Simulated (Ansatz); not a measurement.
Polymorphs of HfO2, each relaxed with plane-wave PAW HSE06 (Ansatz code):

A: fluorite (Fm-3m)
a = b = c = 5.057 Å, α = β = γ = 90.00°

```
atom  site  symmetry       x       y       z
----  ----  --------  ------  ------  ------
Hf      4a      m-3m  0.0000  0.0000  0.0000
O       8c      -43m  0.2500  0.2500  0.2500
```

B: rutile (P4_2/mnm)
a = b = 4.840 Å, c = 3.225 Å, α = β = γ = 90.00°

```csv
atom,site,symmetry,x,y,z
Hf,2a,m.mm,0.0000,0.0000,0.0000
O,4f,m.2m,0.3055,0.3055,0.0000
```

Q: Rank these by energy per atom at 0 K (lowest first), as HSE06 gives it.

A: B (+0 meV/atom), A (+42 meV/atom)

Q: Give each one's gap.

A: A 5.41 eV; B 5.65 eV.

Not the usual ambient phase: A; B. All cells were relaxed under the symmetry of their starts (and spin orders); stability against distortions was not tested throughout. Named crystals with no word on spin ran without spin polarisation. Scalar-relativistic: spin–orbit coupling is off unless named, which matters more the heavier the elements.

Potentials: the earlier of the program's two PAW sets. The files were generated under PBE; for other functionals the program regenerates the frozen cores, and for LDA and PBEsol the local potential too.
